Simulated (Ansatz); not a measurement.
**Ca5Ir2N6, one structure, two calculations**

Cell: a Materials Project structure (computed, not necessarily an observed phase), taken as it stands.

```
Ca Ir N
1.0
     5.02973   -3.36369    0.00000
     5.02973    3.36369    0.00000
    -3.00209    0.00000   12.09398
Ca Ir N
10 4 12
Direct
  0.62561 0.37439 0.75000
  0.37439 0.62561 0.25000
  0.31661 0.80273 0.00083
  0.19727 0.68339 0.49917
  0.68339 0.19727 0.99917
  0.80273 0.31661 0.50083
  0.28417 0.03893 0.72353
  0.96107 0.71583 0.77647
  0.71583 0.96107 0.27647
  0.03893 0.28417 0.22353
  0.70189 0.83422 0.55309
  0.16578 0.29811 0.94691
  0.29811 0.16578 0.44691
  0.83422 0.70189 0.05309
  0.59508 0.67334 0.64027
  0.32666 0.40492 0.85973
  0.40492 0.32666 0.35973
  0.67334 0.59508 0.14027
  0.29733 0.28484 0.59531
  0.71516 0.70267 0.90469
  0.70267 0.71516 0.40469
  0.28484 0.29733 0.09531
  0.91668 0.99570 0.62745
  0.00430 0.08332 0.87255
  0.08332 0.00430 0.37255
  0.99570 0.91668 0.12745
```

Sites (sets of like atoms) are named by element and the number of their first atom in this list.

First run. Level of theory: DFT, PBE, plane waves and PAW, scalar-relativistic, collinear spin, 420 eV cutoff, Γ-centred 6×6×3 k-points, Fermi–Dirac smearing 0.05 eV (Ansatz 0.2.0). Start moments as typed (μB): 1 on each Ir, none on the rest.

| site | atom | V_zz (10²¹ V/m²) | η |
| --- | --- | --- | --- |
| Ca1 | 1 | -2.69 | 0.02 |
| Ca3 | 3 | 2.23 | 0.84 |
| Ca7 | 7 | 2.80 | 0.32 |
| Ir | 11 | 22.0 | 0.90 |
| N15 | 15 | -3.67 | 0.53 |
| N19 | 19 | 1.34 | 0.84 |
| N23 | 23 | -3.15 | 0.44 |

Second run. The same atoms and settings, except that the functional is r2SCAN and the cutoff is 500 eV.

(1) What does the second run give?

## Answers

(1) 

```
site  atom   V_zz     η  change of V_zz
 Ca1     1  -2.71  0.00           -0.02
 Ca3     3   2.32  0.85           +0.09
 Ca7     7   2.85  0.37           +0.05
  Ir    11   21.9  0.67           -0.08
 N15    15  -4.07  0.53           -0.40
 N19    19   1.56  0.87           +0.22
 N23    23  -3.57  0.41           -0.42
```

The largest change of V_zz is on N23, from -3.15 to -3.57. The whole tensor moves most on Ir, by 2.76 along its most changed direction. In per cent, |V_zz| changes by +1 to +4 on Ca, 0 on Ir, +11 to +13 on N (all sites that start above 2). Where |V_zz| stays above 0.1, η moves most on Ir, from 0.90 to 0.67.

With no gap above 0.1 eV, as in a metal, the gradients converge slowly in k; expect changes of a tenth or more on a denser mesh. Spin–orbit coupling is left out, which shifts gradients on Ir by a few per cent in wide-gap crystals, and can shift them far more where the calculated gap is small or absent, as here. Semilocal functionals make gaps too small and can close them, so the real compound need not be a metal. The start moments die out, and the run ends without spin.
For the first run: The largest force is 0.3 eV/Å, so the atoms aren't at the calculated equilibrium and relaxing them would move these values.
For the second run: The largest force is 0.8 eV/Å, so the atoms aren't at the calculated equilibrium and relaxing them would move these values. The program didn't check the stability of this electronic state in full, so a lower one may lie near.
